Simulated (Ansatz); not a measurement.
Relaxed candidate structures of BePd:

A. Fm-3m (No. 225), cF8, rock salt type; a = b = c = 4.5712 Å, α = β = γ = 90.00°; Pd 4a (0.000, 0.000, 0.000); Be 4b (0.500, 0.500, 0.500)

B. F-43m (No. 216), cF8, zinc blende type; a = 4.9258 Å, b = 4.9258 Å, c = 4.9258 Å, α = 90.00°, β = 90.00°, γ = 90.00°; Pd 4d (0.750, 0.750, 0.750); Be 4a (0.000, 0.000, 0.000)

C. Pm-3m (No. 221), cP2, CsCl type; a = 2.7977 Å, b = 2.7977 Å, c = 2.7977 Å, α = 90.00°, β = 90.00°, γ = 90.00°; Be 1a (0.000, 0.000, 0.000); Pd 1b (0.500, 0.500, 0.500)

Question: Rank these by energy per atom (lowest first), as PBEsol (plane waves to 420 eV, PAW, scalar-relativistic; Ansatz, a first-principles code) gives it.

Answer: C (reference, the lowest among the structures calculated here), A (+0.41 eV/atom), B (+0.98 eV/atom)

Each run could gain symmetry but not lose that of its start, so entries can be saddle points. From databases, or of a type measured for this composition: Pm-3m, cP2, CsCl type; the others are generated cells (placed on structure types, drawn at random, substituted or restacked) that were not matched to a known phase here. Static energies at zero pressure. The runs use different k-meshes, so differences are rounded accordingly. No spin polarisation in the result.
